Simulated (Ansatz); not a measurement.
Input:

SiC:
Space group F-43m (No. 216); a = b = c = 4.329 Å, α = β = γ = 90.00°

| atom | site | symmetry | x | y | z |
|---|---|---|---|---|---|
| Si | 4c | -43m | 0.2500 | 0.2500 | 0.2500 |
| C | 4a | -43m | 0.0000 | 0.0000 | 0.0000 |
(The calculation used a cell of 2 atoms; values per cell refer to that cell.)

This is the LDA-relaxed structure.

Q: All from LDA in the plane-wave PAW code Ansatz, unless another level is named. Estimate the hole effective mass, band 3 of 3 at the edge.

A: 0.39 along [100], 0.24 along [110], 0.21 along [111] (mₑ).

Q: Next, the smallest direct gap on the standard path?

A: 4.54 eV.

Q: Next, the hole effective mass, band 2 of 3 at the edge?

A: 0.59 along [100], 0.59 along [110], 1.7 along [111] (mₑ).

Q: And the band gap?

A: 1.30 eV (indirect).

Q: What about the valence-band maximum?

A: at Γ.

Q: What about the conduction-band minimum?

A: at X (3 equivalent valleys).

Symmetry was held in the LDA relaxation.

Potentials: the earlier of the program's two PAW sets. The files were generated under PBE; for other functionals the program regenerates the frozen cores, and for LDA and PBEsol the local potential too.
